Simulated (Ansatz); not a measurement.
The start is a generated cell, Zr placed in the beta-W structure type. The cell and all atomic positions are relaxed at zero pressure with r2SCAN (plane waves to 500 eV, PAW, scalar-relativistic; Ansatz, an electronic-structure program). First-step values are on the input's coarse k-mesh.

Ansatz input (later rounds restart from its end on a renewed k-mesh):
Ansatz 0.2 input:
```yaml
crystal:
  lattice:
    - [5.745635, 0, 0]
    - [0, 5.745635, 0]
    - [0, 0, 5.745635]
  atoms:
    - { symbol: Zr, position: [0.25, 0, 0.5] }
    - { symbol: Zr, position: [0.75, 0, 0.5] }
    - { symbol: Zr, position: [0, 0.5, 0.25] }
    - { symbol: Zr, position: [0, 0.5, 0.75] }
    - { symbol: Zr, position: [0.5, 0.25, 0] }
    - { symbol: Zr, position: [0.5, 0.75, 0] }
    - { symbol: Zr, position: [0, 0, 0] }
    - { symbol: Zr, position: [0.5, 0.5, 0.5] }
basis: { ecutwfc: 500, ecutrho_ratio: 4, xc_grid: 4, fft_grid_basis: typed }
kpoints: { mp_grid: { grid: [6, 6, 6] } }
hamiltonian:
  xc: r2scan
  dispersion: none
  pseudopotentials: { kind: paw }
scf: { occupations: { method: fermi_dirac, width: 0.05 } }
relax: { f_tol: 0.01, max_steps: 100, cell: { stress_tol: 0.02 } }
output: { forces: true, stress: true }
```

**Question.** How large is the pressure on the unrelaxed cell, and of which sign?

**Answer.** -2.1 GPa (negative: the cell is under tension).

**Question.** How does the volume change?

**Answer.** -2.7 %, from 23.71 to 23.07 Å³/atom.

**Question.** How do the shortest distances between atoms change?

**Answer.** The closest pairs of elements (up to four, under 3.6 Å), start → end: Zr–Zr 2.87 → 2.85 Å.

**Question.** What band gap does the relaxed structure have at this level?

**Answer.** No gap (metallic).

**Question.** Write out the relaxed structure.

**Answer.** 
```cif
data_Zr8
_chemical_formula_sum 'Zr8'
_space_group_name_H-M_alt 'Pm-3n'
_space_group_IT_number 223
_space_group_name_Hall '-P 4n 2 3'
_cell_length_a 5.69354
_cell_length_b 5.69354
_cell_length_c 5.69354
_cell_angle_alpha 90.000
_cell_angle_beta 90.000
_cell_angle_gamma 90.000
loop_
_atom_site_label
_atom_site_type_symbol
_atom_site_symmetry_multiplicity
_atom_site_Wyckoff_symbol
_atom_site_fract_x
_atom_site_fract_y
_atom_site_fract_z
_atom_site_occupancy
Zr1 Zr 6 c 0.00000 0.50000 0.25000 1
Zr2 Zr 2 a 0.00000 0.00000 0.00000 1
```

The space group stays Pm-3n (No. 223) (the run could not lower it), with 8 atoms in the primitive cell. Final values are on a 8×8×8 k-mesh of the relaxed cell. No spin polarisation in the result.

The run could not lower the symmetry of its start; a shaken copy of this end point relaxes with r2SCAN to R32 (No. 155), 0.08 eV/atom lower.

The relaxed structure here is a generated cell of Zr: the first start was made by placing the elements on the sites of a structure type, and the end was not matched to a known phase here, so it may be hypothetical. Known forms of Zr include space group No. 194.
